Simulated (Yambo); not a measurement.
A G0W0@LDA run in Yambo for NaBaIrH6 (space group F-43m, No. 216) (2×2×2 Γ-centred k mesh, bands 6 to 173 and a 7 Ry block in the screening, 173 bands in G with the Bruneval-Gonze terminator, plasmon pole fitted at 27.2 eV) gives these matrix elements, in eV, at the band edges (Γ → X):

```csv
state,E0,<Vxc>,<Σx>,<Σc(E0)>,Z
valence edge,0.000,-18.174,-22.062,3.298,0.784
conduction edge,2.996,-11.454,-7.237,-3.137,0.831
```

Question: Solve the linearised quasiparticle equation for both states, give the gap, and say how exchange and correlation each act on it.

Answer: E = E0 + Z(Σx + Σc − Vxc). Valence: 0.000 + 0.784 × (-22.062 + (3.298) − (-18.174)) = -0.46 eV. Conduction: 2.996 + 0.831 × (-7.237 + (-3.137) − (-11.454)) = 3.89 eV. The gap is 4.36 eV, against 3.00 eV in LDA. Replacing Vxc by bare exchange alone would open it by 8.10 eV; correlation takes back 6.43 eV of that, and Z scales what is left. Nearest settings tried, and what they do to the gap: 133 bands in W, 133 bands in G: -6 meV; 6 Ry block (229 vectors against 283): -18 meV; 4×4×4 mesh: +48 meV. So the settings aren't converged at that level. The k mesh is coarse. Without spin-orbit coupling, band edges of such heavy elements can be off by tenths of an eV.

Geometry of the Materials Project entry, not relaxed at this level; primitive cell a = b = c = 5.547 Å, α = β = γ = 60.00°.

The structure is a Materials Project entry; no match was found in the copy of COD used, and its stability was not checked.
